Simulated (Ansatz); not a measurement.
The start is a generated cell, AlRu built in the AFLOW prototype AB_oI4_44_a_b (as in GaAs). The cell and all atomic positions are relaxed at zero pressure with PBE (plane waves to 420 eV, PAW, scalar-relativistic; Ansatz, a program for electronic structure). First-step values are on the input's coarse k-mesh.

Ansatz input (later rounds restart from its end on a renewed k-mesh):
Ansatz 0.2 input:
```yaml
crystal:
  lattice:
    - [-2.2255592, 2.2859606, 1.2242898]
    - [2.2255592, -2.2859606, 1.2242898]
    - [2.2255592, 2.2859606, -1.2242898]
  atoms:
    - { symbol: Ru, position: [0, 0, 0] }
    - { symbol: Al, position: [0.575, 0.075, 0.5] }
basis: { ecutwfc: 420, ecutrho_ratio: 4, xc_grid: 2, fft_grid_basis: typed }
kpoints: { mp_grid: { grid: [15, 15, 15] } }
hamiltonian:
  xc: pbe
  dispersion: none
  pseudopotentials: { kind: paw }
scf: { occupations: { method: fermi_dirac, width: 0.05 } }
relax: { f_tol: 0.01, max_steps: 100, cell: { stress_tol: 0.02 } }
output: { forces: true, stress: true }
```

**Question.** What pressure does the first self-consistent step give?

**Answer.** +48.8 GPa (positive: the cell is compressed).

**Question.** Which atoms feel the largest initial force, and how large is it?

**Answer.** 0.03 eV/Å, on Ru1, Al2 (atoms numbered as listed).

**Question.** Does the structure survive the relaxation? Give the final space group.

**Answer.** The space group goes from Imm2 (No. 44) to Immm (No. 71), with 2 atoms in the primitive cell.

**Question.** By how much does the energy per atom fall from start to end?

**Answer.** 0.56 eV/atom.

**Question.** How does the volume change?

**Answer.** +20.6 %, from 12.46 to 15.03 Å³/atom.

**Question.** How do the shortest distances between atoms change?

**Answer.** The closest pairs of elements (up to four, under 3.6 Å), start → end: Al–Ru 2.29 → 2.48 Å; Ru–Ru 2.45 → 2.93 Å; Al–Al 2.45 → 2.93 Å.

Final values are on a 19×19×19 k-mesh of the relaxed cell. No spin polarisation in the result.

The run could not lose the symmetry of its start, so the end can be a saddle point.

The relaxed structure here is a generated cell of AlRu: the first start was made by placing the elements on the sites of a structure type, and the end was not matched to a known phase here, so it may be hypothetical.
